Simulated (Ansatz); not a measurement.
## Ansatz 0.2.0, settings compared: BaAlF$_{4}$

Input:

```yaml
crystal:
  lattice:
    - [3.593209, 0.0, 0.0]
    - [0.0, 3.593209, 0.0]
    - [0.0, 0.0, 6.19339]
  atoms:
    - { symbol: Ba, position: [0.5, 0.5, 0.5] }
    - { symbol: Al, position: [0.0, 0.0, 0.0] }
    - { symbol: F, position: [0.5, 0.0, 0.0] }
    - { symbol: F, position: [0.0, 0.5, 0.0] }
    - { symbol: F, position: [0.0, 0.0, 0.277] }
    - { symbol: F, position: [0.0, 0.0, 0.723] }
  symmetry: { tolerance: 0.0003 }
kpoints:
  mp_grid: { grid: [5, 5, 3], shift: [0, 0, 0] }
magnetization:
  spin_polarized: false
scf:
  occupations: { method: fermi_dirac }
hamiltonian:
  pseudopotentials: { kind: paw }
  xc: pbe
basis:
  ecutwfc: 420
output:
  forces: true
  stress: true
  eigenvalues: true
```

Run with:

```bash
ansatz run input.yaml --threads 1 --pin off --max-ram 2560MiB --backend cpu --events-out ev --progress --plain --runs-dir out
```

Origin of the cell: a known structure type with other elements, at an estimated volume, so it need not be a known compound.

The smearing width isn't typed, so it takes its default of 0.1 eV.

Output of this run (shortened):

```
SCF iter   1: F=—  HF=-9727.840343 eV  Δρ=7.16e-3  dr2=4.11e-2
SCF iter   2: F=—  HF=-9727.834021 eV  Δρ=3.29e-3  dr2=8.88e-3
SCF iter   3: F=—  HF=-9727.833831 eV  Δρ=1.68e-3  dr2=3.26e-3
SCF iter   4: F=—  HF=-9727.833690 eV  Δρ=3.53e-4  dr2=2.24e-4
SCF iter   5: F=—  HF=-9727.833702 eV  Δρ=1.61e-4  dr2=4.09e-5
SCF iter   6: F=—  HF=-9727.831842 eV  Δρ=1.25e-4  dr2=1.36e-5
SCF iter   7: F=—  HF=-9727.831839 eV  Δρ=3.37e-5  dr2=1.43e-6
SCF iter   8: F=—  HF=-9727.831839 eV  Δρ=9.43e-6  dr2=1.79e-7
SCF iter   9: F=-9727.831839 eV  HF=-9727.831839 eV  Δρ=3.36e-6  dr2=1.33e-8
SCF 1 converged in 9 iterations: F = -9727.831839 eV  dr2 = 1.33e-8
SCF converged after 9 iterations
Free energy (F): -9727.831839 eV
Harris-Foulkes:  -9727.831839 eV  (|F-HF|=5.94e-9)
Internal energy: -9727.787273 eV  (E = F + TS)
E sigma→0 (E₀):  -9727.809556 eV
Entropy (-TS):   -0.044567 eV (-7.428 meV/atom)
Fermi energy:    12.381465 eV
--- Per-component energies (eV) ---
  E_band       = -127.289206
  E_kinetic    = 1036.321237
  E_local      = -2683.380707  (includes V_loc(G=0)·N_el)
  E_nonlocal   = 361.496221
  E_hartree    = 1022.745515
  E_xc         = -532.048848
  E_vxc        = -580.660108  (∫ρ·V_xc dr)
  E_paw        = -6497.875365  (= ΣΔE_a)
  E_vpaw       = -306.567834  (= ΣTr[D̂ρ^β])
  E_aug_tail   = 0.008296  (compensation charges beyond the density's cutoff)
  E_ewald      = -2435.053621
  E_smearing   = -0.044567  (= −TS)
  Σ components = -9727.831839   (vs F -9727.831839, Δ=0.00e0)
--- Forces (eV/Å), atoms counted from 1 ---
  atom   1  Ba     0.000000     0.000000     0.000000
  atom   2  Al    -0.000000     0.000000     0.000000
  atom   3  F      0.000000     0.000000     0.000000
  atom   4  F      0.000000     0.000000     0.000000
  atom   5  F      0.000000     0.000000     1.312397
  atom   6  F      0.000000     0.000000    -1.312397
  max |Σ_I F_I| component: 0.0 eV/Å
--- Stress (GPa, compression-positive) ---
       11.671763       0.000000       0.000000
        0.000000      11.671763       0.000000
        0.000000       0.000000      16.164422
  P = ⅓ Tr σ = 13.1693 GPa (131.693 kbar)
```

The same input was run again with these changes:

1. `magnetization` { spin_polarized: false } → { spin_polarized: true } (starts: small); typed moments: Ba1 0.2, Al2 0.2, F3 0.2, F4 0.2, F5 0.2, F6 0.2
2. `basis.ecutwfc` 420 → "200 eV"; `scf.initial_density.chi_scale` default → 0.0; `scf.mixing.preconditioner` default → ldos
3. `scf.n_extra_bands` default → 8
4. `basis.ecutwfc` 420 → "40.4 Ry"

```
 run        end  SCF iterations  P (GPa)  max force component (eV/Å)  moment (μB)  ΔE(σ→0) (meV/atom)
base  converged               9    13.17                       1.312            –                   0
   1  converged              18    13.17                       1.312         0.00                0.00
   2  converged               9    10.31                       0.572            –             7357.30
   3  converged               9    13.17                       1.312            –                0.00
   4  converged               9    13.19                       1.315            –               -3.30
```

Energies are compared only where functional, datasets, charge and starting cell are the same.

Not properties of the system: run 2 (too coarse or loose: `basis.ecutwfc` = "200 eV").

Caveats of the base run: no moments, though an odd count or open d shells may carry them; the k mesh is coarse if the cell is a metal.

Run 1: a starting moment was lost.
Run 2: the cutoff lies below the datasets' advice.

The base run ran for 2.7 s on 1 thread of Arm Neoverse V1, with other jobs on the host, peak memory 0.32 GiB, from the program's own first density.
